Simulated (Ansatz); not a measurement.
LiF:
```cif
data_F4Li4
_chemical_formula_sum 'Li4 F4'
_space_group_name_H-M_alt 'Fm-3m'
_space_group_IT_number 225
_space_group_name_Hall '-F 4 2 3'
_cell_length_a 3.90891
_cell_length_b 3.90891
_cell_length_c 3.90891
_cell_angle_alpha 90.000
_cell_angle_beta 90.000
_cell_angle_gamma 90.000
loop_
_atom_site_label
_atom_site_type_symbol
_atom_site_symmetry_multiplicity
_atom_site_Wyckoff_symbol
_atom_site_fract_x
_atom_site_fract_y
_atom_site_fract_z
_atom_site_occupancy
Li1 Li 4 a 0.00000 0.00000 0.00000 1
F1 F 4 b 0.50000 0.50000 0.50000 1
```
(The calculation used a cell of 2 atoms; values per cell refer to that cell.)

Relaxed with LDA.

Decompose the optical modes at the zone centre into irreducible representations, and say which are infrared and Raman allowed.

Point group m-3m: Γ_opt = T1u. Infrared: T1u. Raman: none.

Assign frequencies (DFPT, LDA in the plane-wave PAW code Ansatz; without the LO–TO term).

T1u 339 cm⁻¹.

The LDA relaxation kept the symmetry of its start; phonons on a q-mesh show no instability.

Potentials: the later of the program's two PAW sets.
